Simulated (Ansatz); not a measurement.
This cell of Sr (fcc, Cu type) is off equilibrium:

```
Sr
1.0
    0.00000     3.08028     3.08028
    3.08028     0.00000     3.08028
    3.08028     3.08028     0.00000
Sr
1
Direct
  0.00000   0.00000   0.00000
```

Level of theory: r2SCAN (plane waves to 500 eV, PAW, scalar-relativistic; Ansatz, a program for electronic structure). k mesh 13×13×13 (Γ-centred), Fermi-Dirac smearing 0.05 eV. Energies are smeared free energies. Compression counts positive. Sr was relaxed with its symmetry unable to fall. The PAW data are Ansatz's earlier set.

**Question.** What is the stress tensor (GPa)?

**Answer.** 
```
   -0.3      0.0      0.0
    0.0     -0.3      0.0
    0.0      0.0     -0.3
```
The pressure, a third of the trace, is -0.3 GPa.

**Question.** It is the relaxed cell scaled evenly to V/V₀ = 1.030, atoms relaxed where free. What is its energy relative to the relaxed cell?

**Answer.** 2 meV/atom.

(Under strain, the slope of the energy per volume gives the stress and its curvature an elastic modulus.)
